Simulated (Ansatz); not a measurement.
Structure: La3GaN4, ordered on the wurtzite lattice (P3m1) with 8 atoms a cell, at its r2SCAN minimum. Ga has 4 N at 1.88–2.28 Å; La has 4 N at 2.38–2.48 Å; La has 4 N at 2.34–2.51 Å; La has 4 N at 2.39–2.48 Å; N has 1 Ga at 1.88 Å and 3 La at 2.34 Å; N has 4 La at 2.39–2.48 Å; N has 4 La at 2.38–2.51 Å; N has 3 Ga at 2.28 Å and 1 La at 2.48 Å.

Space group P3m1 (No. 156). a = 3.898 Å, b = 3.898 Å, c = 11.941 Å, α = 90.00°, β = 90.00°, γ = 120.00°
```json
{"atom": "Ga", "site": "1b", "symmetry": "3m.", "x": "0.3333", "y": "0.6667", "z": "0.0069"}
{"atom": "La", "site": "1b", "symmetry": "3m.", "x": "0.3333", "y": "0.6667", "z": "0.4924"}
{"atom": "La", "site": "1c", "symmetry": "3m.", "x": "0.6667", "y": "0.3333", "z": "0.2175"}
{"atom": "La", "site": "1c", "symmetry": "3m.", "x": "0.6667", "y": "0.3333", "z": "0.7673"}
{"atom": "N", "site": "1b", "symmetry": "3m.", "x": "0.3333", "y": "0.6667", "z": "0.1645"}
{"atom": "N", "site": "1b", "symmetry": "3m.", "x": "0.3333", "y": "0.6667", "z": "0.6997"}
{"atom": "N", "site": "1c", "symmetry": "3m.", "x": "0.6667", "y": "0.3333", "z": "0.4273"}
{"atom": "N", "site": "1c", "symmetry": "3m.", "x": "0.6667", "y": "0.3333", "z": "0.9745"}
```

3 runs of Ansatz 0.2.0 on this cell differ in the functional (and in the settings that go with it). Levels are in eV from each run's valence top; v1 is the last filled band, c1 the first empty one.

Run A, mean stress 0.0 GPa (compression positive):
```tsv
point	v4	v3	v2	v1	c1	c2
Γ	-1.62	-1.35	-1.35	-1.08	-0.01	2.34
M	-0.71	-0.65	-0.33	-0.05	1.92	2.88
K	-0.76	-0.67	-0.67	-0.23	2.53	2.83
A	-1.55	-1.34	-1.34	-1.33	0.19	2.12
L	-0.95	-0.53	-0.23	-0.17	1.98	2.94
H	-1.09	-0.70	-0.69	0.00	2.51	2.83
```

Run B, mean stress +1.1 GPa (compression positive):
```tsv
point	v4	v3	v2	v1	c1	c2
Γ	-1.58	-1.30	-1.30	-1.07	-0.13	1.98
M	-0.70	-0.62	-0.32	-0.05	1.68	2.58
K	-0.70	-0.66	-0.65	-0.23	2.26	2.56
A	-1.56	-1.29	-1.29	-1.29	0.07	1.78
L	-0.91	-0.51	-0.22	-0.18	1.73	2.63
H	-1.07	-0.69	-0.67	0.00	2.25	2.56
```

Run C, mean stress -0.8 GPa (compression positive):
```tsv
point	v4	v3	v2	v1	c1	c2
Γ	-1.71	-1.23	-1.23	-1.07	0.53	3.17
M	-0.70	-0.61	-0.31	-0.04	2.69	3.66
K	-0.81	-0.67	-0.64	-0.24	3.22	3.55
A	-1.56	-1.38	-1.23	-1.23	0.73	2.92
L	-0.95	-0.52	-0.19	-0.17	2.76	3.72
H	-1.12	-0.69	-0.68	0.00	3.20	3.56
```

Question: Match the runs to PBE, r2SCAN, HSE06.

Answer: A is r2SCAN, B is PBE, C is HSE06. In order of the gap: PBE none (overlap 0.13), r2SCAN none (overlap 0.01), HSE06 0.53 eV. The stress vanishes for r2SCAN, which relaxed the cell.

Simulation only: spin-unpolarised, and no claim that this is the phase found in nature.

The runs are scalar-relativistic, without spin-orbit coupling.

The stress of a hybrid is loosely converged in these runs.

Where bands overlap, v1 and c1 are numbered by the electron count and aren't everywhere filled or empty.

Where bands overlap the cell is a metal at that level, and these k meshes limit energies, forces and stress. Overlaps of a few tenths of an eV in semilocal functionals can be an artefact that a hybrid or GW lifts.

The meshes of the hybrids are coarse, so their gaps aren't converged to the digits shown.
